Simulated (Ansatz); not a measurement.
Ta2Al5: rattling a relaxed structure

It was reached by relaxing an invented guess, and it needn't be the stable form of this composition.

These are results of DFT PBE, scalar-relativistic, plane waves, PAW (Ansatz), not measurements. Plane waves to 420 eV, a k mesh through Γ of 10×10×6 on the computed 7-atom cell and Gaussian smearing (0.10 eV); no spin polarisation.

The cell below (7 atoms, space group C2/m (No. 12)) is relaxed within its symmetry.

```xyz
7
Lattice="4.7517 -1.9185 0.0108 4.7517 1.9185 0.0108 -0.7109 0.0000 6.2415" Properties=species:S:1:pos:R:3 pbc="T T T"
Ta    3.9316    0.0000    1.7646
Ta    4.8608    0.0000    4.4986
Al    7.7106    0.0000    3.6088
Al    6.7245    0.0000    0.9185
Al    1.0818    0.0000    2.6544
Al    2.0679    0.0000    5.3446
Al    0.0000    0.0000    0.0000
```

For the test it was strained at random (σ = 1.5 % a component), the atoms were moved at random (σ = 0.10 Å), and all was relaxed again on a coarse 6×6×4 mesh (in the run’s order of axes) with 0.20 eV smearing, with no symmetry imposed.

Spin–orbit coupling, which can matter for Ta, is left out.

Q: What happens?

A: It returns, within 1 meV/atom of the unmoved cell on that mesh and with the same symmetry when read at 0.1 Å. So it is stable against the distortions that fit this cell and that this random move excites. Modes that don't fit the cell aren't tested.
